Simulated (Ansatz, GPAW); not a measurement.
Given: the input of a run of Ansatz 0.2.0 on Al3Au. The cell comes from a database or a generator and needn't be the stable form of this composition.

input.yaml

```yaml
crystal:
  lattice:
    - [-2.025333, 2.025333, 4.0566]
    - [2.025333, -2.025333, 4.0566]
    - [2.025333, 2.025333, -4.0566]
  atoms:
    - { symbol: Au, position: [0.0, 0.0, 0.0] }
    - { symbol: Al, position: [0.5, 0.5, 0.0] }
    - { symbol: Al, position: [0.25, 0.75, 0.5] }
    - { symbol: Al, position: [0.75, 0.25, 0.5] }
hamiltonian:
  xc: pbe
  pseudopotentials: { kind: paw }
kpoints:
  mp_grid: { grid: [9, 9, 9] }
scf:
  occupations: { method: fermi_dirac, width: 0.05 }
output:
  forces: true
  stress: true
  eigenvalues: true
  write_density: true
  write_potential: true
  elf: true
  volumetric_format: npy
```

Potentials or basis: Ansatz PAW.

Run with:

```bash
$ ansatz run input.yaml --threads 2 --pin off --max-ram 5120MiB --backend cpu --events-out ev --progress --plain --runs-dir out
```

Q: Set up the same calculation for GPAW 26.7.0 (ASE script). Potentials or basis there: GPAW PAW data sets (gpaw-data 1.2.1), cutoff 600 eV.

A: As run (cutoffs and basis follow the program's own potentials, and thresholds, step limits or extra output files can differ):

The input run.py:

```python
from ase import Atoms
from ase.dft.bandgap import bandgap
from ase.io import write
from ase.units import Bohr, GPa
from gpaw import GPAW, PW
from gpaw.elf import elf_from_dft_calculation

atoms = Atoms(['Au', 'Al', 'Al', 'Al'],
              cell=[[-2.025333, 2.025333, 4.0566],
                    [2.025333, -2.025333, 4.0566],
                    [2.025333, 2.025333, -4.0566]],
              scaled_positions=[[0.0, 0.0, 0.0],
                                [0.5, 0.5, 0.0],
                                [0.25, 0.75, 0.5],
                                [0.75, 0.25, 0.5]],
              pbc=True)

calc = GPAW(mode=PW(600),
            xc='PBE',
            kpts={'size': (9, 9, 9), 'gamma': True},
            occupations={'name': 'fermi-dirac', 'width': 0.05},
            nbands=22,
            convergence={'density': 1e-05, 'energy': 1e-05},
            maxiter=150,
            txt='gpaw.txt')
atoms.calc = calc
energy = atoms.get_potential_energy()
forces = atoms.get_forces()
stress = atoms.get_stress()
calc.write('gs.gpw')
write('result.traj', atoms)
print(f'Energy: {energy:.6f} eV')
print('Forces (eV/A):')
print(forces.round(4))
print('Stress (GPa):', (stress / GPa).round(3))
print('Fermi level:', round(calc.get_fermi_level(), 4), 'eV')
print(f'Gap: {bandgap(calc)[0]:.4f} eV, direct: {bandgap(calc, direct=True)[0]:.4f} eV')

# fields on the real-space grid
write('density.cube', atoms, data=calc.get_pseudo_density() * Bohr**3)
write('potential.cube', atoms, data=calc.get_electrostatic_potential())
write('elf.cube', atoms, data=elf_from_dft_calculation(calc).data)
```

Potentials or basis: GPAW PAW data sets (gpaw-data 1.2.1), pw.

Command:

```console
$ OMP_NUM_THREADS=1 python run.py
```

Both were run:

|  | Ansatz | GPAW |
| --- | --- | --- |
| Pressure | 0.4 GPa | 0.8 GPa |

Ansatz's pressure holds a Pulay term of +0.07 GPa for its cutoff of 420 eV, which the other run lacks.

The potentials hold 28 and 20 valence electrons a cell.

Where Ansatz's input types no cutoff or centring, it takes its own default and a Γ-centred mesh.

Pressure is positive in compression.
